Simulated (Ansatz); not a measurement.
A crystal relaxed with r2SCAN in the plane-wave code Ansatz has space group R-3m:H (No. 166) and a = 4.120 Å, c = 19.840 Å.

```csv
atom,site,x,y,z
Li,3a,0.0000,0.0000,0.0000
Xx,3b,0.6667,0.3333,0.8333
Se,6c,0.3333,0.6667,0.9210
```

The r2SCAN gap is indirect, 1.387 eV (k = (0.474, -0.490, -0.474) to T), below the direct gap of 1.388 eV at T. Least and direct gap differ so little that the kind isn't settled. The PBE gap is indirect, 1.038 eV (T–H₂ (0.10 of the way from T) to T), below the direct gap of 1.045 eV at T. Least and direct gap differ so little that the kind isn't settled. With LDA the valence top lies at k = (0.474, -0.490, -0.474) and the conduction bottom at T, 0.91 eV higher; the smallest vertical gap, at T, is 0.92 eV. Least and direct gap differ so little that the kind isn't settled. Meshes: r2SCAN 8×8×8, PBE 8×8×8, LDA 8×8×8.

Q: Which element is Xx?
A. Bi
B. N
C. Sb
D. As

A: A. Xx is Bi: LiBiSe2 as one 4-atom ordering (R-3m) on the rocksalt lattice. Li has 6 Se at 2.85 Å; Bi has 6 Se at 2.95 Å; Se has 3 Li at 2.85 Å and 3 Bi at 2.95 Å.

The calculation is spin-unpolarised, and the structure need not be a phase that has been made.

Spin-orbit coupling is left out; in compounds of Pb, Bi, Tl or Hg it can lower a gap by up to about 1 eV, split its edges or invert the bands.

Where an edge lies off the special points, it is a point of the mesh or the k point where a search put PBE's edge or least direct gap, reused for the other functionals, whose own edges may lie a little apart; PBE's own value is read along its path and can be a few hundredths of an eV high.

Coordinates of k points refer to the reciprocal vectors of the primitive cell of the runs.
